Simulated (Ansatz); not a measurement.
A trial cell of Si3C, before relaxation:

```yaml
crystal:
  lattice:
    - [3.45651, 0.00000, 0.00000]
    - [0.00000, 3.45651, 0.00000]
    - [0.00000, 0.00000, 4.88825]
  atoms:
    - { symbol: Si, position: [0.50000, 0.00000, 0.75000] }
    - { symbol: Si, position: [0.00000, 0.50000, 0.25000] }
    - { symbol: Si, position: [0.50000, 0.50000, 0.00000] }
    - { symbol: C, position: [0.00000, 0.00000, 0.50000] }
```

Method: DFT PBE, scalar-relativistic, plane waves, PAW in Ansatz 0.2.0. Cutoff 420 eV, Gaussian smearing, Γ-centred meshes. Cell and atoms relax first on a coarse mesh and then on a finer one. In between, the cell is made exact in the group found at 0.06 Å. In metals the finer mesh still leaves noise of several meV/atom or more. The steps can't lower the symmetry of their start. No spin polarisation in the relaxation; trial moments died out in a coarse test.

A guess keeps its type if space group and coordination stay and the shape of the cell changes little (axis ratios within about 15 %, angles within 6°); the volume may change.

**Question.** Does this structure survive the relaxation?

**Answer.** It keeps its type. The symmetry stays P-4m2 (No. 115). The volume per atom grows by 1.8 %, from 14.6 to 14.9 Å³. The shortest distance goes from 2.12 Å (Si–C and Si–Si) to 2.00 Å (Si–C). The ratio c/a of the conventional cell changes by a factor of 1.03. Counting neighbours within 15 % of an atom's shortest distance, the start has C 4, Si 4 and the end C 4, Si 4.

The last run used a 14×14×10 mesh (in the run's order of axes) for its 4-atom cell and Gaussian smearing of 0.10 eV. A structure relaxed within its symmetry needn't be a true minimum.
